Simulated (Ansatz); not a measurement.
Data sheet: ZrPt3 (DFT)

ZrPt3:
```
CELL_PARAMETERS angstrom
      5.68809     0.00000     0.00000
     -2.84404     4.92603     0.00000
      0.00000     0.00000     9.29685
ATOMIC_POSITIONS crystal
  Zr 0.00000 0.00000 0.50000
  Zr 0.00000 0.00000 0.00000
  Zr 0.33333 0.66667 0.25000
  Zr 0.66667 0.33333 0.75000
  Pt 0.50000 0.50000 0.50000
  Pt 0.00000 0.50000 0.00000
  Pt 0.50000 0.00000 0.50000
  Pt 0.50000 0.50000 0.00000
  Pt 0.00000 0.50000 0.50000
  Pt 0.50000 0.00000 0.00000
  Pt 0.82982 0.65964 0.25000
  Pt 0.17018 0.34036 0.75000
  Pt 0.17018 0.82982 0.75000
  Pt 0.82982 0.17018 0.25000
  Pt 0.34036 0.17018 0.25000
  Pt 0.65964 0.82982 0.75000
```

Space group P6_3/mmc (No. 194); conventional cell a = b = 5.6881 Å, c = 9.2968 Å, α = β = 90.00°, γ = 120.00°.

Method: DFT-r²SCAN in the program Ansatz with PAW potentials. Structure relaxed to zero pressure with the same functional. Other levels are named where they apply.

Cell and energy:

```
Item                                                             Result
-----------------------------------------------------  ----------------
Volume per atom                                                16.28 Å³
Density                                                     17.25 g/cm³
Formation energy from the elements (no fitted shifts)  -109 kJ/mol-atom
```

Electronic structure:

```
Item                                                                        Result
------------------------------------  --------------------------------------------
Electronic character                                             metallic (no gap)
Density of states at the Fermi level  0.11 states/eV per atom (mean over ±0.08 eV)
Gap with spin–orbit coupling                                       none (metallic)
```

Mechanics:

```
Property                                                                                       Value
--------------------------------------------  ------------------------------------------------------
Bulk modulus (Birch–Murnaghan fit)                                                           239 GPa
Pressure derivative B′                                                                           4.9
Elastic constants (relaxed ions, GPa)         C11 = 394, C12 = 168, C13 = 157, C33 = 405, C44 = 94.0
Mechanical stability                                          stable (all eigenvalues of C positive)
Hill bulk and shear moduli                                                           240 and 107 GPa
Young's modulus                                                                              279 GPa
Poisson's ratio                                                                                 0.31
Debye temperature from the elastic constants                                                   327 K
```

Charges:

```
Item                                           Result
-------------  --------------------------------------
Bader charges  Zr +1.96 to +1.97, Pt -0.67 to -0.65 e
```

The workflow started from a Materials Project entry (that database holds measured and hypothetical structures alike); the Crystallography Open Database copy checked does not list it. COD files the formula under space group No. 221. Its standing as an ambient phase is unchecked. Symmetry was held in the r²SCAN relaxation; whether a distortion lowers the energy is not shown. The run is not spin-polarised. As this level gives no gap, shear constants depend on the k-mesh and smearing (Fermi–Dirac, 0.1 eV here). Axis ratios of metals converge slowly with the k-mesh, so a and c are less sure than the volume. The references are the lowest solids computed at this level, not always the standard phases. Scalar-relativistic: spin–orbit coupling is off unless named, which matters more the heavier the elements.

Potentials: the later of the program's two PAW sets.
